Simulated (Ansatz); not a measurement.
## What DFT gives for BaCu₄As₂

```yaml
crystal:
  lattice:
    - [2.15158, 3.72664, 0.00000]
    - [-2.15158, 3.72664, 0.00000]
    - [0.00000, -2.48443, 8.29158]
  atoms:
    - { symbol: Cu, position: [0.14380, 0.14380, 0.43140] }
    - { symbol: Cu, position: [0.85620, 0.85620, 0.56860] }
    - { symbol: Cu, position: [0.44230, 0.44230, 0.32690] }
    - { symbol: Cu, position: [0.55770, 0.55770, 0.67310] }
    - { symbol: Ba, position: [0.00000, 0.00000, 0.00000] }
    - { symbol: As, position: [0.24360, 0.24360, 0.73080] }
    - { symbol: As, position: [0.75640, 0.75640, 0.26920] }
```

Method: r2SCAN, no spin polarisation; PAW, plane waves to 500 eV, 8×8×8 Γ-centred mesh, gaussian occupations (width 0.1912 eV) (Ansatz 0.2.0), atoms fixed.

(1) How is the charge shared?

(2) Is the cell too large or too small?

(3) Describe some of the short contacts.

(4) Where is the largest force?

(5) Is there a gap?

(6) What is the formation energy?

Origin: a database entry at a rescaled volume. Caveats: wide smearing.

Answers

(1) Bader charges in e: Ba +1.27, Cu +0.08 to +0.19, As -0.90. In the mean Ba gives up most and As takes most.

(2) The pressure is -5.0 GPa (compression positive), so with the atoms held at these fractions the cell would first shrink. The principal stresses -5.7, -5.7, -3.7 GPa differ, so its shape would change too.

(3) Cu–As at 2.48 Å: least valence density 0.37 e/Å³ and ELF 0.35 there. Cu–Cu at 2.63 Å: least valence density 0.22 e/Å³ and ELF 0.20 there. Ba–As at 3.34 Å: least valence density 0.13 e/Å³ and ELF 0.11 there. These are pseudo-fields; inside the PAW spheres they differ from the all-electron ones.

(4) The largest is on As6 (and as large on other atoms): 0.35 eV/Å, components (0.00, 0.00, -0.35). It makes 0° with the line to a nearest neighbour, Cu1 at 2.48 Å, pointing towards it.

(5) It is a metal, with about 1.1 states/eV a cell as the mean within 0.25 eV of the Fermi level.

(6) -0.38 eV an atom against the elements' usual phases (free molecules for gases, crystals otherwise, with no correction for O₂ or N₂), so it is bound against them; other compounds may still compete. Relaxing would lower it.
